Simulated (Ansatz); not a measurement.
## Straining VMo

All numbers below come from Ansatz 0.2.0, DFT PBEsol, scalar-relativistic, plane waves, PAW. Run with 420 eV cutoff, 14×10×10 k-mesh, Gaussian smearing of 0.10 eV, no spin polarisation.

Starting point, cell and atoms relaxed:

```
CELL_PARAMETERS angstrom
3.05186 0.00000 0.00000
0.00000 4.38942 0.00000
0.00000 0.00000 4.21136
ATOMIC_POSITIONS crystal
V 0.50000 0.00000 0.50000
V 0.00000 0.50000 0.50000
Mo 0.00000 0.00000 0.00000
Mo 0.50000 0.50000 0.00000
```

Deformation: shear that moves c along a by the strain times its height over the a-b plane, the cell held and the atoms relaxed, all within the symmetry that the strain leaves. Energies are extrapolated to zero smearing. On this cell's mesh the reference holds a stress of up to 0.16 GPa.

```tsv
strain (%)	ΔE (meV/atom)	a (Å)	b (Å)	c (Å)
-3.0	2.9	3.052	4.389	4.213
-2.0	1.3	3.052	4.389	4.212
-1.0	0.3	3.052	4.389	4.212
+0.0	0.0	3.052	4.389	4.211
+1.0	0.3	3.052	4.389	4.212
+2.0	1.3	3.052	4.389	4.212
+3.0	2.9	3.052	4.389	4.213
```

(1) What stiffness (1/V) d²E/dε² at zero strain does a cubic fit over all points give?

Answers

(1) A cubic fit gives (1/V) d²E/dε² = 72 GPa at zero strain (the shear constant for this plane and direction).